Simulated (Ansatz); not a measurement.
CsBa3 and the effect of the strain (εxx = s, εyy = s)

```
CELL_PARAMETERS angstrom
0.00000 5.22128 5.22128
5.22128 0.00000 5.22128
5.22128 5.22128 0.00000
ATOMIC_POSITIONS crystal
Ba 0.50000 0.50000 0.50000
Ba 0.75000 0.75000 0.75000
Ba 0.25000 0.25000 0.25000
Cs 0.00000 0.00000 0.00000
```

The cell comes from a database or a generator and needn't be the stable form of this composition.

Kept alike: task relaxation of the atoms; functional PBE; k mesh 4 × 4 × 4; occupations fermi-dirac, width 0.05 eV; no spin polarisation. Program: Ansatz, Ansatz PAW, cutoff 420 eV. The mesh is that of the run's cell of 4 atoms. No spin-orbit coupling.

```csv
s,free energy over the lowest row (meV/atom)
-0.04,9.36
-0.02,2.81
-0.01,0.98
0,0.05
0.01,0.00
0.02,?
0.04,5.12
```

The cell shown is the unstrained one; x, y and z are its Cartesian axes. For a metal such a mesh leaves the last digits unconverged.

Fit the rows shown and predict the run at 0.02.

A least-squares parabola through the rows shown is free energy = 4504.1 s² - 52.38 s + 0.026 (largest miss 0.065); at s = 0.02 it gives 0.78 meV/atom. The run gave: free energy over the lowest row 0.82 meV/atom.
